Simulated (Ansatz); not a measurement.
C in space group P4_12_12 (No. 92; C on 4a, C on 8b), the program Ansatz at the r²SCAN level (PAW). The conduction-band minimum lies at Γ, with 1 equivalent valley. Second derivatives d²E/dk² of the lowest band at one valley (eV·Å²), along Cartesian directions:

| direction | d²E/dk² |
|---|---|
| [100] | 17.89 |
| [010] | 17.89 |
| [001] | 19.19 |
| [110] | 17.88 |
| [101] | 18.53 |
| [011] | 18.53 |

Problem. Find the principal effective masses, the density-of-states mass and the conductivity mass.

Solution. Off-diagonal terms follow from H_xy = H[110] − (H_xx + H_yy)/2, and m*/mₑ = 7.620 eV·Å² over each eigenvalue: 0.40, 0.43, 0.43. One valley's DOS mass (m₁m₂m₃)^(1/3) = 0.42, conductivity mass 3/(Σ 1/mᵢ) = 0.42 mₑ.

Problem. What effective density of states Nc follows at 300 K for parabolic valleys?

Solution. Nc = 2.509e19 × 1 × (0.42)^(3/2) ≈ 6.8e18 cm⁻³.

The start of the workflow was typed in or built on a structure type; neither database checked (COD, Materials Project) lists it. It is not the phase usual at ambient conditions (space group No. 194, 227). Symmetry was held in the r²SCAN relaxation; its stability against distortions is not shown here. The volume moved by 26 % from the start of the relaxation.

Potentials: the later of the program's two PAW sets.

Edges and masses are those of Kohn–Sham bands, whose gap is no quasiparticle gap.
